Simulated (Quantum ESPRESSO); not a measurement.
# Mg4Nb2PdGa: input and log of a self-consistent run

Computed values, not a measurement. The program is pw.x of Quantum ESPRESSO 7.5 (plane-wave density functional theory). The cell is made up: eight metal atoms on a face-centred cubic lattice, with elements, volume, strain and displacements drawn at random and not relaxed, so it may be unstable or far from any real phase. PseudoDojo standard norm-conserving files set the functional (PBE unless stated); there is no spin polarisation or spin-orbit coupling, the Fermi-Dirac width of 0.25 eV means electrons at about 2900 K, and the masses in the input are unused placeholders. A spin test at this wide smearing found no moment, but such smearing suppresses magnetism that the real alloy may have.

Input:

```
&control calculation='scf', pseudo_dir='./dojo.nc.sr.pbe.v0_5.standard.upf', outdir='./o', disk_io='minimal', tprnfor=.true., tstress=.true. /
&system ibrav=0, nat=8, ntyp=4, nbnd=61, ecutwfc=84.00895049, nosym=.true., tot_charge=0,
 occupations='smearing', smearing='fd', degauss=0.0183746611
/
&electrons conv_thr=1.470e-08, electron_maxstep=70, mixing_beta=0.5 /
ATOMIC_SPECIES
Ga 1.0 Ga.upf
Mg 1.0 Mg.upf
Nb 1.0 Nb.upf
Pd 1.0 Pd.upf
CELL_PARAMETERS angstrom
0.0108 -2.1213 -2.1514
0.0101 4.2971 -4.3572
8.5489 -0.0115 -0.0317
ATOMIC_POSITIONS angstrom
Mg -0.033 0.0284 -0.0155
Nb 4.2571 -0.0293 0.0122
Nb 0.0554 2.1547 -2.2237
Mg 4.3189 2.1557 -2.1689
Pd 2.1466 -0.0077 -2.195
Mg 6.4524 0.0544 -2.1557
Ga 2.1346 2.1293 -4.3893
Mg 6.4443 2.1135 -4.4007
K_POINTS automatic
8 4 3 1 1 1
```

The log is shortened where brackets say so; the opening notice, blank lines, dates and the lines on written files are dropped, and the path of the files is cut. It prints rydbergs, bohrs and kilobars, and counts compression as positive stress. Its total energy is the free energy E - TS of the whole cell.

```
     Program PWSCF v.7.5
     Parallel version (MPI & OpenMP), running on       4 processor cores
     Number of MPI processes:                 4
     Threads/MPI process:                     1
     [start-up lines left out]
     bravais-lattice index     =            0
     lattice parameter (alat)  =       5.7095  a.u.
     unit-cell volume          =    1066.5549 (a.u.)^3
     number of atoms/cell      =            8
     number of atomic types    =            4
     number of electrons       =        97.00
     number of Kohn-Sham states=           61
     kinetic-energy cutoff     =      84.0090  Ry
     charge density cutoff     =     336.0358  Ry
     scf convergence threshold =      1.5E-08
     mixing beta               =       0.5000
     number of iterations used =            8  plain     mixing
     Exchange-correlation= PBE
                           (   1   4   3   4   0   0   0)
     [axes and pseudopotential details left out]
   Cartesian axes
     site n.     atom                  positions (alat units)
         1        Mg     tau(   1) = (  -0.0109223   0.0093998  -0.0051302  )
         2        Nb     tau(   2) = (   1.4090062  -0.0096977   0.0040379  )
         3        Nb     tau(   3) = (   0.0183362   0.7131582  -0.7359956  )
         4        Mg     tau(   4) = (   1.4294606   0.7134891  -0.7178581  )
         5        Pd     tau(   5) = (   0.7104772  -0.0025485  -0.7264966  )
         6        Mg     tau(   6) = (   2.1356020   0.0180052  -0.7134891  )
         7        Ga     tau(   7) = (   0.7065055   0.7047513  -1.4527615  )
         8        Mg     tau(   8) = (   2.1329211   0.6995219  -1.4565346  )
     number of k points=    48  Fermi-Dirac smearing, width (Ry)=  0.0184
                       cart. coord. in units 2pi/alat
        k(    1) = (   0.0585800  -0.0004754  -0.0870100), wk =   0.0416667
        k(    2) = (  -0.1770368  -0.0007982  -0.0878745), wk =   0.0416667
     [further k points left out]
     Dense  grid:   110979 G-vectors     FFT dimensions: (  36,  72,  96)
     Estimated max dynamical RAM per process >     321.50 MB
     Estimated total dynamical RAM >       1.18 GB
     Initial potential from superposition of free atoms
     starting charge      96.9893, renormalised to      97.0000
     Starting wfcs are   58 randomized atomic wfcs +    3 random wfcs
     total cpu time spent up to now is        7.1 secs
     per-process dynamical memory:   250.7 Mb
     Self-consistent Calculation
     iteration #  1     ecut=    84.01 Ry     beta= 0.50
     Davidson diagonalization with overlap
     ethr =  1.00E-02,  avg # of iterations =  3.4
     total cpu time spent up to now is       23.2 secs
     total energy              =   -1144.48473409 Ry
     estimated scf accuracy    <       5.91177092 Ry
     iteration #  2     ecut=    84.01 Ry     beta= 0.50
     Davidson diagonalization with overlap
     ethr =  6.09E-03,  avg # of iterations =  3.0
     total cpu time spent up to now is       39.7 secs
     total energy              =   -1145.76913294 Ry
     estimated scf accuracy    <      30.99318312 Ry
     iteration #  3     ecut=    84.01 Ry     beta= 0.50
     Davidson diagonalization with overlap
     ethr =  6.09E-03,  avg # of iterations =  3.1
     total cpu time spent up to now is       55.1 secs
     total energy              =   -1148.15798922 Ry
     estimated scf accuracy    <       3.09604526 Ry
     iteration #  4     ecut=    84.01 Ry     beta= 0.50
     Davidson diagonalization with overlap
     ethr =  3.19E-03,  avg # of iterations =  2.0
     total cpu time spent up to now is       68.3 secs
     total energy              =   -1148.22819592 Ry
     estimated scf accuracy    <       3.06023514 Ry
     iteration #  5     ecut=    84.01 Ry     beta= 0.50
     Davidson diagonalization with overlap
     ethr =  3.15E-03,  avg # of iterations =  1.0
     total cpu time spent up to now is       80.5 secs
     total energy              =   -1148.18815348 Ry
     estimated scf accuracy    <       1.41968451 Ry
     [iterations 6 to 12 left out]
     iteration # 13     ecut=    84.01 Ry     beta= 0.50
     Davidson diagonalization with overlap
     ethr =  4.79E-09,  avg # of iterations =  2.9
     total cpu time spent up to now is      194.7 secs
     total energy              =   -1148.24351042 Ry
     estimated scf accuracy    <       0.00000050 Ry
     iteration # 14     ecut=    84.01 Ry     beta= 0.50
     Davidson diagonalization with overlap
     ethr =  5.20E-10,  avg # of iterations =  2.6
     total cpu time spent up to now is      209.3 secs
     total energy              =   -1148.24351036 Ry
     estimated scf accuracy    <       0.00000174 Ry
     iteration # 15     ecut=    84.01 Ry     beta= 0.50
     Davidson diagonalization with overlap
     ethr =  5.20E-10,  avg # of iterations =  2.0
     total cpu time spent up to now is      223.2 secs
     total energy              =   -1148.24351042 Ry
     estimated scf accuracy    <       0.00000237 Ry
     iteration # 16     ecut=    84.01 Ry     beta= 0.50
     Davidson diagonalization with overlap
     ethr =  5.20E-10,  avg # of iterations =  2.0
     total cpu time spent up to now is      236.5 secs
     total energy              =   -1148.24351053 Ry
     estimated scf accuracy    <       0.00000005 Ry
     iteration # 17     ecut=    84.01 Ry     beta= 0.50
     Davidson diagonalization with overlap
     ethr =  5.45E-11,  avg # of iterations =  2.0
     total cpu time spent up to now is      250.8 secs
     End of self-consistent calculation
     [lines on levels left out]
!    total energy              =   -1148.24351053 Ry
     estimated scf accuracy    <          3.4E-09 Ry
     smearing contrib. (-TS)   =      -0.09139621 Ry
     internal energy E=F+TS    =   -1148.15211432 Ry
     The total energy is F=E-TS. E is the sum of the following terms:
     one-electron contribution =    -607.20536951 Ry
     hartree contribution      =     325.87208998 Ry
     xc contribution           =    -199.59036139 Ry
     ewald contribution        =    -667.22847340 Ry
     convergence has been achieved in  17 iterations
     Forces acting on atoms (cartesian axes, Ry/au):
     atom    1 type  2   force =     0.04210775    0.00530344   -0.00513369
     atom    2 type  3   force =    -0.04575994    0.00128621   -0.00547480
     atom    3 type  3   force =     0.04709203    0.00061493    0.00262255
     atom    4 type  2   force =    -0.04053742   -0.00984935    0.00614623
     atom    5 type  4   force =     0.00084034    0.00014718    0.00129330
     atom    6 type  2   force =    -0.00622056   -0.00451163   -0.00302643
     atom    7 type  1   force =     0.00365329    0.00265380    0.00116118
     atom    8 type  2   force =    -0.00117549    0.00435542    0.00241166
     Total force =     0.089859     Total SCF correction =     0.000055
     Computing stress (Cartesian axis) and pressure
          total   stress  (Ry/bohr**3)                   (kbar)     P=      -46.94
  -0.00029228  -0.00007095   0.00011417          -43.00      -10.44       16.80
  -0.00007095  -0.00032304  -0.00007768          -10.44      -47.52      -11.43
   0.00011417  -0.00007768  -0.00034191           16.80      -11.43      -50.30
     init_run     :      6.63s CPU      6.88s WALL (       1 calls)
     electrons    :    242.87s CPU    243.79s WALL (       1 calls)
     forces       :      2.58s CPU      2.59s WALL (       1 calls)
     stress       :      6.82s CPU      6.83s WALL (       1 calls)
     [timing details left out]
     PWSCF        :   4m19.08s CPU   4m20.39s WALL
     JOB DONE.
```

In other units: free energy -15622.649 eV for the cell, pressure -4.69 GPa, largest force component 1.211 eV/Å in size. The run took 262 s of wall time with four MPI processes on a shared machine (Intel Xeon, older, virtual cores), so the time is rough. A rerun of this cell at a higher cutoff and on a denser mesh moved values by no more than 0.002 eV in energy, 0.11 GPa in stress and 0.014 eV/Å in force, and a second program with other atomic files agreed on that cell to 2 % rms in force and 0.5 GPa in pressure.